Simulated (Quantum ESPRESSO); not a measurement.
# Planted mistakes on one cell of PSi2BC4

Calculated results; nothing here was measured. They come from pw.x of Quantum ESPRESSO 7.5, a plane-wave density functional program, with PseudoDojo standard norm-conserving files (v0.5 for PBE, v0.4.1 for LDA and PBEsol). The cells are made up: elements, strain and atom displacements were drawn at random, and nothing was relaxed. There is no spin polarisation, spin-orbit coupling or dispersion term.

The cell has 8 sites of a wurtzite lattice (rectangular cell). Sites 1 to 4 hold P Si B Si; sites 5 to 8 hold C C C C. Cell vectors in Å: (3.087, -0.026, 0.036); (-0.046, 5.275, 0.100); (0.058, 0.094, 4.901). Settings: PBE, cutoff 1116 eV, 6 x 4 x 4 k mesh shifted by half a step, Fermi-Dirac smearing of 0.025 eV.

The intended run has a self-consistency threshold of 1e-07 eV, a smearing term of 0.000 eV, a pressure of -0.81 GPa and 12 iterations. Each further run changes one thing: all lengths scaled by 1.0143; atoms of sites 2 and 5 exchanged; k mesh 2 x 2 x 2; one electron added; smearing 0.43 eV; threshold 0.2 eV. A coarse mesh keeps the shift, and a charged cell sits in a uniform background.

```
run,change of free energy (eV),smearing term -TS (eV),change of P (GPa),largest change of a force component (eV/Å),iterations
A,0.035,0.000,-0.25,0.238,4
B,0.109,0.000,-8.25,0.698,12
C,11.489,-0.004,28.10,0.890,13
D,9.693,-0.002,27.40,16.263,12
E,-0.095,-0.340,0.44,0.261,11
F,-1.099,0.000,-1.35,0.326,12
```

A rerun of the intended cell at 1347 eV and k mesh 8 x 6 x 6 moved values by no more than 0.003 eV in the cell's energy, 0.18 GPa in stress and 0.007 eV/Å in force.

Question: which change belongs to which run?

## Worked reading

Run A has the fewest iterations, as a run stopped early does. Run E has the largest smearing term, as wide smearing gives. Run B changes the volume by a factor of 1.0435; minus its pressure change over the logarithm of that factor, 194 GPa, is a rough bulk modulus with clamped atoms. Energies from files of another functional, or of a charged cell, have another zero and say nothing on stability; the pressure of a charged cell rests on the program's zero of potential too.

## Key

| run | change |
| --- | --- |
| A | threshold 0.2 eV |
| B | all lengths scaled by 1.0143 |
| C | one electron added |
| D | atoms of sites 2 and 5 exchanged |
| E | smearing 0.43 eV |
| F | k mesh 2 x 2 x 2 |